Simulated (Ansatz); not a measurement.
Input and command of a calculation in Ansatz (plane waves; scalar-relativistic PAW potentials unless the input names others):

```yaml
crystal:
  lattice:
    - [0.0, 3.6927123146, 3.6927123146]
    - [3.6927123146, 0.0, 3.6927123146]
    - [3.6927123146, 3.6927123146, 0.0]
  atoms:
    - { symbol: Ti, position: [0.0, 0.0, 0.0] }
    - { symbol: Sb, position: [0.25, 0.25, 0.25] }
    - { symbol: Os, position: [0.1242398368, 0.6252533877, 0.6252533877] }
    - { symbol: Os, position: [0.6252533877, 0.6252533877, 0.6252533877] }
    - { symbol: Os, position: [0.6252533877, 0.1242398368, 0.6252533877] }
    - { symbol: Os, position: [0.6252533877, 0.6252533877, 0.1242398368] }
basis:
  ecutwfc: 420
kpoints:
  mp_grid: { grid: [10, 10, 10] }
hamiltonian:
  xc: pbe
scf:
  occupationss: { method: gaussian, width: 0.1 }
  max_iter: 50
output:
  forces: true
  eigenvalues: true
  stress: true
```

```bash
ansatz run input.yaml --threads 1 --pin off --max-ram 2560MiB --backend cpu --events-out ev --progress --plain --runs-dir out
```

**Question.** What is wrong with this input?

**Answer.** The program refuses it, because of a misspelt key (the key scf.occupations typed as occupationss). With the key spelt rightly it is accepted.

Abridged log:
```
Error: YAML parse error: error: line 20 column 3: unknown field `occupationss`, expected one of max_iter, algorithm, n_extra_bands, self_checks, convergence, lower_state_search, omitted_lower_state_checks, lower_solution_reach, mixing, occupations, eigensolver, initial_density, exx
  --> <input>:20:3
   |
18 |   xc: pbe
19 | scf:
20 |   occupationss: { method: gaussian, width: 0.1 }
   |   ^ unknown field `occupationss`, expected one of max_iter, algorithm, n_extra_bands, self_checks, convergence, lower_state_search, omitted_lower_state_checks, lower_solution_reach, mixing, occupations, eigensolver, initial_density, exx
21 |   max_iter: 50
22 | output:
   |
```